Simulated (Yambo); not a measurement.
A G0W0@PBEsol run in Yambo for AlPO4 (space group P6_3mc, No. 186) (3×3×1 Γ-centred k mesh, 297 bands and a 7 Ry block in the screening, 297 bands in G with the Bruneval-Gonze terminator, plasmon pole fitted at 27.2 eV) gives these matrix elements, in eV, at the band edges (Γ → Γ):

| state | E0 | <Vxc> | <Σx> | <Σc(E0)> | Z |
|---|---|---|---|---|---|
| valence edge | 0.000 | -20.096 | -26.025 | 3.556 | 0.828 |
| conduction edge | 5.551 | -7.895 | -4.269 | -2.578 | 0.895 |

Question: Solve the linearised quasiparticle equation for both states, give the gap, and say how exchange and correlation each act on it.

Answer: E = E0 + Z(Σx + Σc − Vxc). Valence: 0.000 + 0.828 × (-26.025 + (3.556) − (-20.096)) = -1.97 eV. Conduction: 5.551 + 0.895 × (-4.269 + (-2.578) − (-7.895)) = 6.49 eV. The gap is 8.45 eV, against 5.55 eV in PBEsol. Replacing Vxc by bare exchange alone would open it by 9.55 eV; correlation takes back 6.13 eV of that, and Z scales what is left. Nearest settings tried, and what they do to the gap: 191 bands in W, 191 bands in G: +4 meV; 6 Ry block (361 vectors against 451): -55 meV. Not varied: mesh. So the settings aren't converged at that level. 

Geometry of the Materials Project entry, not relaxed at this level; primitive cell a = 5.2860 Å, b = 5.2860 Å, c = 8.6294 Å, α = 90.00°, β = 90.00°, γ = 120.00°.
